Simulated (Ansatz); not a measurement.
Au:
```xyz
1
Lattice="0.0000 2.0543 2.0543 2.0543 0.0000 2.0543 2.0543 2.0543 0.0000" Properties=species:S:1:pos:R:3 pbc="T T T"
Au     0.0000     0.0000     0.0000
```

Relaxed with r²SCAN+D4. Special points in fractions of this cell's reciprocal vectors: Γ (0.000, 0.000, 0.000); X (0.500, 0.000, 0.500); U (0.625, 0.250, 0.625); K (0.375, 0.375, 0.750); L (0.500, 0.500, 0.500); W (0.500, 0.250, 0.750).

Problem. List the band energies nearest the Fermi level at these points for DFT-r²SCAN+D4 in the program Ansatz with PAW potentials.

Solution. In eV from the Fermi level; about four levels below and three above (degenerate sets whole), none deeper than 8.9 eV; … stands for higher levels left out; points with the same levels are listed once.

```
k                          below   above
-  -----------------------------  ------
Γ  -5.02 -5.02 -5.02 -3.53 -3.53       …
X        -7.07 -2.38 -1.99 -1.99  1.09 …
U        -6.11 -4.11 -3.23 -2.43  3.86 …
L  -5.07 -5.07 -2.32 -2.32 -0.87       …
W        -5.45 -5.45 -3.66 -1.98  4.71 …
```

Space group Fm-3m (fcc (Cu type)). The r²SCAN+D4 relaxation kept the symmetry of its start. The pairwise dispersion correction was not fitted to metals. Spin–orbit coupling is left out wherever it is not named.

Potentials: the later of the program's two PAW sets.
